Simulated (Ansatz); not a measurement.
Ca3SiO in space group Imma (No. 74; Ca on 4e, Ca on 8g, Si on 4e, O on 4b), r²SCAN (plane waves, PAW; program Ansatz), all energies at zero smearing, with the estimated change up to a 700 eV cutoff added, with one set of potentials and settings (totals compare only within such a set). Cell of 10 atoms (6 Ca, 2 Si, 2 O): -13356.556 eV.

| element | reference phase | E (eV/atom) |
|---|---|---|
| Ca | Fm-3m, 1 atoms in the cell | -1821.6752 |
| Si | Fd-3m, 2 atoms in the cell | -639.0667 |
| O | C2/m, 4 atoms in the cell, spin-polarised | -566.0281 |

Formation energy per atom, worked out: (-13356.556 − 6×(-1821.6752) − 2×(-639.0667) − 2×(-566.0281))/10 = -1.632 eV/atom (-157 kJ per mol of atoms), at 0 K, without zero-point energy or fitted corrections.

The first step of the workflow began from a Materials Project structure, measured or hypothetical; the Crystallography Open Database copy checked does not list it. COD files the formula under space group No. 62. Whether it is the stable phase at ambient conditions was not checked. Symmetry was held in the r²SCAN relaxation; whether a distortion lowers the energy is not shown. The references are the lowest solids computed at this level, not always the standard phases (solids in place of the gases).

Potentials: the later of the program's two PAW sets.
